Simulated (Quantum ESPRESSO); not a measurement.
```cif
data_Ga4P4
_chemical_formula_sum 'P4 Ga4'
_space_group_name_H-M_alt 'F-43m'
_space_group_IT_number 216
_space_group_name_Hall 'F -4 2 3'
_cell_length_a 5.43994
_cell_length_b 5.43994
_cell_length_c 5.43994
_cell_angle_alpha 90.000
_cell_angle_beta 90.000
_cell_angle_gamma 90.000
loop_
_atom_site_label
_atom_site_type_symbol
_atom_site_symmetry_multiplicity
_atom_site_Wyckoff_symbol
_atom_site_fract_x
_atom_site_fract_y
_atom_site_fract_z
_atom_site_occupancy
P1 P 4 c 0.25000 0.25000 0.25000 1
Ga1 Ga 4 a 0.00000 0.00000 0.00000 1
```
(The calculation used a cell of 2 atoms; values per cell refer to that cell.)

Cell and atoms were relaxed with PBEsol from Materials Project entry mp-2490, within its symmetry.

Problem. What does norm-conserving PBEsol (Quantum ESPRESSO, 80 Ry, with spin-orbit coupling) give for the electronic structure near the Fermi level?

Solution. The PBEsol gap is indirect, 1.44 eV, from Γ to 82 % of the way from Γ to X; the smallest direct gap is 1.76 eV.
